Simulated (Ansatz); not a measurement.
# SrCuSi: strain energy, fitted

SrCuSi, P-6m2, a = 4.054 Å, c = 4.619 Å. The structure is a Materials Project entry; whether it is the stable form wasn't checked. Ansatz: PBEsol, PAW, 420 eV, Γ-centred 12×12×10 mesh on 3 atoms, Gaussian smearing 0.10 eV; no spin polarisation. Series: equal strain along all axes, cell held, atoms fixed by symmetry; x is the strain in per cent. y is the free energy over the unstrained cell, V0 = 21.908 Å³/atom.

| x (%) | y (meV/atom) |
| --- | --- |
| -4.5 | ? |
| -3.0 | 39.82 |
| -1.5 | 9.46 |
| 0.0 | 0.00 |
| 1.5 | 8.55 |
| 3.0 | 32.55 |
| 4.5 | 69.73 |

Fit y = c2 x² + c3 x³ to the other rows, turn c2 into a modulus, and predict the missing energy.

Least squares on the rows shown. y = 4.0274 x² − 0.13050 x³. In eV per unit strain² c2 is 40.27; the stiffness is B for this strain (E = 9/2 B V0 ε², shape held): 2 × 40.27 × 160.2 / (9 × 21.908) = 65 GPa. At x = -4.5 the fit asked for gives 93.45 meV/atom. The run gave 94.32 meV/atom, so the fit is 0.87 meV/atom too low, 0.92 % of the span of the series, against an rms of 0.09 meV/atom on the fitted rows. The row lies outside the fitted range. With a term in x⁴ added, a fit to the same known rows predicts 94.27 meV/atom, so most of the miss is curvature that the known rows already hold.